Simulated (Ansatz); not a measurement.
**How long does this Ansatz run take?**

```yaml
crystal:
  lattice:
    - [3.7594936861, 0.0, 0.0]
    - [-1.879746843, 3.2558170375, 0.0]
    - [0.0, 0.0, 6.0530709152]
  atoms:
    - { symbol: Sn, position: [0.0, 0.0, 0.0] }
    - { symbol: Se, position: [0.3333333333, 0.6666666667, 0.2617028904] }
    - { symbol: Se, position: [0.6666666667, 0.3333333333, 0.7382971096] }
kpoints:
  mp_grid: { grid: [13, 13, 7] }
scf:
  occupations: { method: fermi_dirac, width: 0.02 }
hamiltonian:
  xc: pbe
  pseudopotentials: { kind: paw }
output:
  forces: true
  stress: true
  populations: true
  efg: { quadrupole_moments_barn: { Sn: -0.132 }, contact_densities: true }
relax:
  f_tol: 0.02
  max_steps: 60
```

The quadrupole moment typed for Sn is that of the 23.9 keV Mössbauer state of ¹¹⁹Sn; the ground state has I = 1/2 and no quadrupole moment.

```sh
ansatz run input.yaml --threads 1 --pin off --max-ram 3072MiB --backend cpu --events-out ev --progress --plain --runs-dir out
```

It runs on 1 thread of Arm Neoverse V2 (aarch64; 8 cores open to the job, memory cap 3.0 GiB, no GPU), a shared host with a load of 0.8 a core.

(1) How much time and memory should be set aside?

Answers

(1) About 45 s of wall time (45 s of CPU time) and 0.54 GiB. The run holds 46 valence electrons in 28 bands, about 1437 plane waves a k-point and 126 irreducible k-points, and took 22 SCF iterations, over 4 ionic steps. Times on a shared host vary by tens of per cent.
